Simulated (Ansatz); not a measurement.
## Computed properties of SnSe

```
Sn Se
1.0
     0.00000    3.01000    3.01000
     3.01000    0.00000    3.01000
     3.01000    3.01000    0.00000
Sn Se
1 1
Direct
  0.00000 0.00000 0.00000
  0.50000 0.50000 0.50000
```

Atom numbers follow the list: Sn1, Se2.

Conventional cell: a = 6.020 Å, b = 6.020 Å, c = 6.020 Å, α = 90.00°, β = 90.00°, γ = 90.00°. Around Sn (atom 1) lie 6 Se at 3.01 Å. Se (atom 2) is surrounded by 6 Sn at 3.01 Å.

The cell comes from COD entry 9008725, which wasn't checked; take it as a given geometry.

No spin–orbit coupling, which matters for the heavy atoms here.

Levels of theory: DFT, LDA, all-electron LAPW, scalar-relativistic (Ansatz 0.2.0); DFT, LDA, PAW with Ansatz's default frozen-core files, scalar-relativistic (Ansatz 0.2.0).

For LAPW: a Γ-centred 9×9×9 k mesh, Fermi–Dirac smearing of 0.02 eV, basis error target 0.25 meV/atom, no spin polarisation. PAW takes a cutoff of 420 eV at this cell (files made with PBE, cores remade for this functional). The Ansatz runs share mesh, smearing and spin set-up. Values come from LAPW unless marked.

- Bader charges (from the PAW run): Sn1 +0.81, Se2 -0.81 e
- Löwdin charges (with 0.05 e of the cell spilling out of the atomic basis, so their sizes and signs hang on that basis): Sn1 0.29, Se2 -0.24 e
- Volume per atom: 27.27 Å³

**Question.** Predict this quantity. Pressure at this cell.

**Answer.** -32.5 kbar.

**Question.** Predict this quantity. Band gap.

**Answer.** 0.18 eV, direct, on the line L (0.5, 0.5, 0.5)–W (0.5, 0.25, 0.75) (so small a gap may close at points that the mesh and path miss).
